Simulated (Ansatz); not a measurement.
Mg₃ZnO₄:
```yaml
crystal:
  lattice:
    - [2.98576, -4.22638, 0.00000]
    - [2.98576, 4.22638, 0.00000]
    - [0.00000, 0.00000, 2.99273]
  atoms:
    - { symbol: Mg, position: [0.50000, 0.50000, 0.00000] }
    - { symbol: Mg, position: [0.00000, 0.50000, 0.50000] }
    - { symbol: Mg, position: [0.50000, 0.00000, 0.50000] }
    - { symbol: Zn, position: [0.00000, 0.00000, 0.00000] }
    - { symbol: O, position: [0.25265, 0.74735, 0.00000] }
    - { symbol: O, position: [0.74735, 0.25265, 0.00000] }
    - { symbol: O, position: [0.74555, 0.74555, 0.50000] }
    - { symbol: O, position: [0.25445, 0.25445, 0.50000] }
```

Relaxed with PBEsol. Special points in fractions of this cell's reciprocal vectors: Γ (0.000, 0.000, 0.000); Y (-0.500, 0.500, 0.000); C0 (-0.375, 0.625, 0.000); Σ0 (0.375, 0.375, 0.000); Z (0.000, 0.000, 0.500); A0 (0.375, 0.375, 0.500); E0 (-0.375, 0.625, 0.500); T (-0.500, 0.500, 0.500); S (0.000, 0.500, 0.000); R (0.000, 0.500, 0.500).

Question: List the band energies nearest the valence-band maximum at these points for plane-wave PAW PBEsol (Ansatz code).

Answer: In eV from the valence-band maximum; about four levels below and three above (degenerate sets whole), none deeper than 8.9 eV; points with the same levels are listed once.

```json
[
 {"k": "Γ", "below": "-0.43 -0.43 -0.42 -0.14 -0.03", "above": "3.33 6.87 7.10"},
 {"k": "Y", "below": "-1.01 -0.95 -0.85 -0.14", "above": "6.07 7.45 8.46"},
 {"k": "C0", "below": "-1.01 -0.94 -0.77 -0.09", "above": "6.10 7.55 7.59"},
 {"k": "Z", "below": "-1.71 -1.35 -0.99 -0.02", "above": "7.55 8.35 9.88"},
 {"k": "A0", "below": "-1.25 -1.06 -0.48 -0.11", "above": "6.79 7.44 7.67"},
 {"k": "T", "below": "-0.98 -0.88 -0.02 0.00", "above": "6.51 6.84 7.12"},
 {"k": "S", "below": "-0.78 -0.77 -0.04 -0.01", "above": "5.51 6.28 8.69"},
 {"k": "R", "below": "-1.51 -1.40 -0.82 -0.47", "above": "7.31 8.52 8.82"}
]
```

Space group Cmmm. The workflow started from a Materials Project entry (that database holds measured and hypothetical structures alike); the Crystallography Open Database copy checked does not list it. With Mg and Zn taken as one species the cell has the higher symmetry Fm-3m, so it may be an ordered model of a mixed-site phase. Its standing as an ambient phase is unchecked. The PBEsol relaxation kept the symmetry of its start; of distortions, only those at the zone centre were tested.

Potentials: the later of the program's two PAW sets.
